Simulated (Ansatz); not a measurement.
CoSn2Ir2: input and output

Input file of Ansatz 0.2.0:

```yaml
crystal:
  lattice:
    - [4.155426, 0.0, 0.0]
    - [0.0, 4.155426, 0.0]
    - [0.0, 0.0, 9.276972]
  atoms:
    - { symbol: Ir, position: [0.0, 0.5, 0.6391] }
    - { symbol: Ir, position: [0.5, 0.0, 0.3609] }
    - { symbol: Co, position: [0.0, 0.5, 0.2434] }
    - { symbol: Co, position: [0.5, 0.0, 0.7566] }
    - { symbol: Sn, position: [0.0, 0.0, 0.5] }
    - { symbol: Sn, position: [0.5, 0.5, 0.5] }
    - { symbol: Ir, position: [0.0, 0.0, 0.0] }
    - { symbol: Ir, position: [0.5, 0.5, 0.0] }
    - { symbol: Sn, position: [0.0, 0.5, 0.894] }
    - { symbol: Sn, position: [0.5, 0.0, 0.106] }
  symmetry: { tolerance: 0.0003 }
kpoints:
  mp_grid: { grid: [8, 8, 4], shift: [0, 0, 0] }
  band_path:
    path:
      - [0.0, 0.0, 0.0]
      - [0.0, 0.5, 0.0]
      - [0.5, 0.5, 0.0]
      - [0.0, 0.0, 0.0]
      - [0.0, 0.0, 0.5]
      - [0.0, 0.5, 0.5]
      - [0.5, 0.5, 0.5]
      - [0.0, 0.0, 0.5]
      - [0.0, 0.5, 0.0]
      - [0.0, 0.5, 0.5]
      - [0.5, 0.5, 0.0]
    npoints: 6
magnetization:
  spin_polarized: false
scf:
  occupations: { method: fermi_dirac }
  lower_state_search: "off"
  max_iter: 200
hamiltonian:
  pseudopotentials: { kind: paw }
  xc: r2scan
basis:
  ecutwfc: 500
  fft_grid_basis: typed
output:
  forces: true
  stress: true
  eigenvalues: true
  populations: true
  elf: true
  write_potential: true
  volumetric_format: npy
  dos:
    e_range: [-12, 8]
    de: 0.05
    projected: { site_lists: { Co: [Co], Ir: [Ir], Sn: [Sn] } }
checkpoint:
  read: saved_state
```

The saved state is an earlier solution for the same cell, perhaps on another mesh. 

Parts of the output:

```
SCF iter   1: F=-82198.4053 eV  Δρ=3.67e-3  dr2=1.12e-2  dr2_τ=8.72e-3
SCF iter   2: F=-82198.3295 eV  Δρ=8.30e-3  dr2=9.71e-2  dr2_τ=2.36e-3  recentre
SCF iter   3: F=-82198.4124 eV  Δρ=2.44e-3  dr2=4.09e-3  dr2_τ=1.59e-3
SCF iter   4: F=-82198.4148 eV  Δρ=1.14e-3  dr2=7.69e-4  dr2_τ=4.49e-4
SCF iter   5: F=-82198.4151 eV  Δρ=2.76e-4  dr2=1.08e-4  dr2_τ=8.51e-6
SCF iter   6: F=-82198.4152 eV  Δρ=9.32e-5  dr2=1.20e-5  dr2_τ=1.87e-6
SCF iter   7: F=-82198.4155 eV  Δρ=6.74e-5  dr2=7.47e-6  dr2_τ=1.55e-7
SCF iter   8: F=-82198.4155 eV  Δρ=1.12e-5  dr2=2.40e-7  dr2_τ=2.34e-8
SCF iter   9: F=-82198.4155 eV  Δρ=1.15e-5  dr2=2.92e-7  dr2_τ=1.94e-8
SCF iter  10: F=-82198.4155 eV  Δρ=3.48e-6  dr2=1.20e-8  dr2_τ=1.75e-9
Free energy (F): -82198.4155 eV
Harris-Foulkes:  -82198.4155 eV  (|F-HF|=3.57e-9)
Internal energy: -82198.0680 eV  (E = F + TS)
E sigma→0 (E₀):  -82198.2418 eV
Entropy (-TS):   -0.3474 eV (-34.744 meV/atom)
Fermi energy:    18.9735 eV
--- Forces (eV/Å), atoms counted from 1 ---
  atom   1  Ir     0.0000     0.0000     1.5364
  atom   2  Ir     0.0000     0.0000    -1.5364
  atom   3  Co     0.0000     0.0000     0.1220
  atom   4  Co     0.0000     0.0000    -0.1220
  atom   5  Sn     0.0000     0.0000     0.0000
  atom   6  Sn     0.0000     0.0000     0.0000
  atom   7  Ir     0.0000     0.0000     0.0000
  atom   8  Ir     0.0000     0.0000     0.0000
  atom   9  Sn     0.0000     0.0000    -7.2548
  atom  10  Sn     0.0000     0.0000     7.2548
--- Stress (GPa, compression-positive) ---
       58.8853       0.0000       0.0000
        0.0000      58.8853       0.0000
        0.0000       0.0000      47.9420
  P = ⅓ Tr σ = 55.2375 GPa (552.375 kbar)
--- Löwdin populations: 10 sites ---
  site symbol       q [e]
     0     Ir     17.1228
     1     Ir     17.1228
     2     Co     16.5079
     3     Co     16.5079
     4     Sn     13.8903
     5     Sn     13.8903
     6     Ir     17.0154
     7     Ir     17.0154
     8     Sn     13.9694
     9     Sn     13.9694
  spilling = 0.0063 (of n_electrons = 158.0000)
```

Origin: a known structure type with other elements, at an estimated volume, so it need not be a known compound. Caveats: no spin polarisation, so a magnetic state may lie lower; atoms or cell far from equilibrium.
